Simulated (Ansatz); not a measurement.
Re (hcp (Mg type), P6_3/mmc), a = b = 2.738 Å, c = 4.415 Å, α = β = 90.00°, γ = 120.00°.

Relaxed with LDA.

### Question
Which orbitals make up the states near the Fermi level in LDA (plane waves, PAW; program Ansatz)?

### Answer
Within 0.5 eV of the Fermi level: Re 5d 88 %, Re 6s 5 %, outside the projected shells 6 %. Projections are on Löwdin-orthogonalised atomic valence shells; empty p or d shells of many metals are not among them.

### Question
Tabulate the density of states.

### Answer
States/eV per cell of 2 atoms, in 0.25 eV bins, energy from the Fermi level.

| E (eV) | total | Re 5d | Re 6s | Re 5p |
|---|---|---|---|---|
| -7.85 | 0.21 | 0.02 | 0.18 | 0.01 |
| -7.60 | 0.24 | 0.03 | 0.20 | 0.01 |
| -7.35 | 0.29 | 0.04 | 0.23 | 0.01 |
| -7.10 | 0.35 | 0.07 | 0.26 | 0.01 |
| -6.85 | 0.48 | 0.15 | 0.31 | 0.01 |
| -6.60 | 1.31 | 0.79 | 0.48 | 0.02 |
| -6.35 | 1.44 | 0.93 | 0.47 | 0.02 |
| -6.10 | 1.55 | 1.10 | 0.42 | 0.02 |
| -5.85 | 1.84 | 1.42 | 0.38 | 0.02 |
| -5.60 | 1.84 | 1.48 | 0.32 | 0.02 |
| -5.35 | 2.21 | 1.91 | 0.26 | 0.02 |
| -5.10 | 1.68 | 1.47 | 0.18 | 0.02 |
| -4.85 | 1.53 | 1.35 | 0.15 | 0.02 |
| -4.60 | 1.25 | 1.10 | 0.11 | 0.02 |
| -4.35 | 2.29 | 2.05 | 0.18 | 0.03 |
| -4.10 | 1.77 | 1.65 | 0.08 | 0.02 |
| -3.85 | 1.70 | 1.60 | 0.06 | 0.02 |
| -3.60 | 2.38 | 2.21 | 0.10 | 0.03 |
| -3.35 | 2.45 | 2.25 | 0.12 | 0.03 |
| -3.10 | 1.94 | 1.77 | 0.11 | 0.03 |
| -2.85 | 0.89 | 0.80 | 0.06 | 0.01 |
| -2.60 | 1.05 | 0.95 | 0.06 | 0.01 |
| -2.35 | 2.76 | 2.57 | 0.11 | 0.03 |
| -2.10 | 2.78 | 2.56 | 0.13 | 0.02 |
| -1.85 | 2.53 | 2.31 | 0.13 | 0.02 |
| -1.60 | 2.29 | 2.09 | 0.12 | 0.02 |
| -1.35 | 2.48 | 2.25 | 0.13 | 0.02 |
| -1.10 | 2.58 | 2.34 | 0.14 | 0.02 |
| -0.85 | 2.87 | 2.56 | 0.16 | 0.02 |
| -0.60 | 2.55 | 2.25 | 0.15 | 0.02 |
| -0.35 | 2.05 | 1.81 | 0.11 | 0.01 |
| -0.10 | 1.72 | 1.51 | 0.09 | 0.01 |
| 0.15 | 1.45 | 1.27 | 0.07 | 0.01 |
| 0.40 | 1.35 | 1.19 | 0.06 | 0.00 |
| 0.65 | 1.24 | 1.10 | 0.05 | 0.00 |
| 0.90 | 1.22 | 1.09 | 0.04 | 0.00 |
| 1.15 | 1.14 | 1.04 | 0.03 | 0.00 |
| 1.40 | 1.09 | 1.01 | 0.03 | 0.00 |
| 1.65 | 1.07 | 1.01 | 0.02 | 0.00 |
| 1.90 | 1.06 | 1.01 | 0.03 | 0.00 |
| 2.15 | 1.09 | 1.03 | 0.03 | 0.00 |
| 2.40 | 1.27 | 1.21 | 0.04 | 0.00 |
| 2.65 | 1.33 | 1.26 | 0.05 | 0.00 |
| 2.90 | 1.69 | 1.59 | 0.07 | 0.00 |
| 3.15 | 1.83 | 1.72 | 0.07 | 0.00 |
| 3.40 | 1.99 | 1.86 | 0.08 | 0.00 |
| 3.65 | 2.42 | 2.28 | 0.09 | 0.00 |
| 3.90 | 2.73 | 2.57 | 0.11 | 0.00 |
| 4.15 | 2.59 | 2.42 | 0.11 | 0.00 |
| 4.40 | 2.07 | 1.90 | 0.11 | 0.00 |
| 4.65 | 1.10 | 0.93 | 0.12 | 0.00 |

The cell was relaxed with LDA under the symmetry of its start; of distortions, only those at the zone centre were tested. No spin polarisation was allowed. Axis ratios of metals converge slowly with the k-mesh, so a and c are less sure than the volume. Spin–orbit coupling is left out wherever it is not named.

Potentials: the earlier of the program's two PAW sets.
